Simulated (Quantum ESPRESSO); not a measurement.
Parts of the isotropic shielding in K$_{2}$S, by PBE GIPAW on JTH datasets (Quantum ESPRESSO, modified build), 20 Ha, k-mesh 4×4×4 shifted:

```
K2S
1.0
    0.00000     3.70694     3.70694
    3.70694     0.00000     3.70694
    3.70694     3.70694     0.00000
K S
2 1
Cartesian
  5.56041   5.56041   5.56041
  1.85347   1.85347   1.85347
  0.00000   0.00000   0.00000
```
The cell comes from the Materials Project (a computed structure). It is K2S in Fm-3m; whether this form has been observed was not checked. Stability against distortions was not tested.

The core term is that of the free atom's frozen core; the paramagnetic column sums the reconstruction terms. These are absolute shieldings with no macroscopic susceptibility term; δ = σ_ref − σ needs a reference computed alike. By our sweeps, such settings leave a few ppm in absolute σ. The datasets of S hold no d projectors, which limits absolute σ on these atoms.

```
site              core  bare (smooth current)  diamagnetic correction  paramagnetic corrections  σ_iso (ppm)
--------------  ------  ---------------------  ----------------------  ------------------------  -----------
K (atoms 1, 2)  1193.4                   77.9                    21.8                         ?            ?
S (atom 3)       979.8                   44.8                   -10.2                         ?            ?
```

Problem. Fill in the missing entries.

Solution. 
- K (atoms 1, 2), paramagnetic corrections: -244.3
- K (atoms 1, 2), σ_iso (ppm): 1048.8
- S (atom 3), paramagnetic corrections: -432.6
- S (atom 3), σ_iso (ppm): 581.8
